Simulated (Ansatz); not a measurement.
MoRu:
```yaml
crystal:
  lattice:
    - [2.72328, 0.00000, 0.00000]
    - [-1.36164, 2.35843, 0.00000]
    - [0.00000, 0.00000, 4.37407]
  atoms:
    - { symbol: Mo, position: [0.66667, 0.33333, 0.00000] }
    - { symbol: Ru, position: [0.33333, 0.66667, 0.50000] }
```

Relaxed with LDA. Special points in fractions of this cell's reciprocal vectors: Γ (0.000, 0.000, 0.000); M (0.500, 0.000, 0.000); K (0.333, 0.333, 0.000); A (0.000, 0.000, 0.500); L (0.500, 0.000, 0.500); H (0.333, 0.333, 0.500).

Problem. List the band energies nearest the Fermi level at these points for LDA (plane waves, PAW; program Ansatz).

Solution. In eV from the Fermi level; about four levels below and three above (degenerate sets whole), none deeper than 8.9 eV; … stands for higher levels left out; points with the same levels are listed once.

```csv
k,below,above
Γ,-0.44 -0.44 -0.43 -0.43,1.78 …
M,-2.08 -1.16 -1.01 -0.45,1.91 3.66 4.81
K,-3.32 -3.04 -2.34 -1.53,0.07 2.12 2.69
A,-2.22 -2.22 -1.53 -1.46 -1.46,1.35 1.35 …
L,-5.39 -4.03 -3.62 -0.67,0.95 0.98 2.04
H,-3.38 -2.33 -1.20 -0.18,0.11 2.21 3.32
```

Space group P-6m2. The workflow started from a Materials Project entry (that database holds measured and hypothetical structures alike); the Crystallography Open Database copy checked does not list it. With Mo and Ru taken as one species the cell has the higher symmetry P6_3/mmc, so it may be an ordered model of a mixed-site phase. Whether it is the stable phase at ambient conditions was not checked. The cell was relaxed with LDA under the symmetry of its start; of distortions, only those at the zone centre were tested. The run is not spin-polarised. Scalar-relativistic: spin–orbit coupling is off unless named, which matters more the heavier the elements.

Potentials: the later of the program's two PAW sets.
